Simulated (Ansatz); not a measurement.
Au (P6_3/mmc), stationary points along a deformation path

Method: Ansatz, DFT PBEsol, scalar-relativistic, plane waves, PAW. Settings: plane waves to 420 eV, k-mesh 24×24×14 (Γ-centred), Gaussian smearing 0.15 eV. Spin–orbit coupling is left out, which can shift energies with elements as heavy as these. No spin polarisation. Energies are free energies at this smearing, counted from the undisturbed cell; pressure is positive in compression.

Zero of the scan (relaxed at this level; this form isn't the usual structure):

```
CELL_PARAMETERS angstrom
2.86519 0.00000 0.00000
-1.43260 2.48133 0.00000
0.00000 0.00000 4.79058
ATOMIC_POSITIONS crystal
Au 0.33333 0.66667 0.75000
Au 0.66667 0.33333 0.25000
```

At fixed volume and fractional coordinates, lengths along (0.000, 0.000, 1.000) are scaled against those across it; ρ is that ratio over its starting value. V = 17.029 Å³/atom. Δσ is the stress along the axis less the mean stress across it (compression positive).

| ρ | ΔE (meV/atom) | Δσ (GPa) | space group |
| --- | --- | --- | --- |
| 0.800 | 147.3 | 16.47 | P6_3/mmc |
| 0.850 | 83.2 | 13.11 | P6_3/mmc |
| 0.920 | 23.6 | 7.95 | P6_3/mmc |
| 0.960 | 5.7 | 3.86 | P6_3/mmc |
| 1.000 | 0.0 | 0.17 | P6_3/mmc |
| 1.050 | 6.7 | -4.23 | P6_3/mmc |
| 1.100 | 30.1 | -10.34 | P6_3/mmc |
| 1.200 | 132.7 | -22.34 | P6_3/mmc |
| 1.300 | 289.6 | -32.83 | P6_3/mmc |

Problem. How does the stress give the slope of the energy, and where is the energy stationary?

Solution. Along the path d ln(length) is 2/3 d ln ρ on the axis and −1/3 d ln ρ across it, so dE/d ln ρ = −(2/3) V Δσ: the energy falls with ρ where Δσ is positive. Δσ vanishes or changes sign between ρ = 1.000 and 1.050, a minimum (near 1.00 by linear interpolation). Pairs of stationary points between two samples would go unseen, and could change a minimum read from distant neighbours into a maximum.

Problem. Integrate that slope from ρ = 1 to 0.850 by the trapezoid rule.

Solution. With V/N in Å³ and 1 eV/Å³ = 160.2 GPa the slopes at ρ = 1.000, 0.960, 0.920, 0.850 are -12, -273, -563, -929 meV/atom per unit of ln ρ. The steps add 5.8 + 17.8 + 59.0 = 82.7 meV/atom, against 83.2 from the energies; the trapezoid rule misses the curvature of the slope within each step.

In a metal these slopes depend on the k mesh and the smearing.

Cost: 9 runs of about 1.2 core-minutes in all, on Intel Xeon 6975P-C (Granite Rapids) (shared hosts).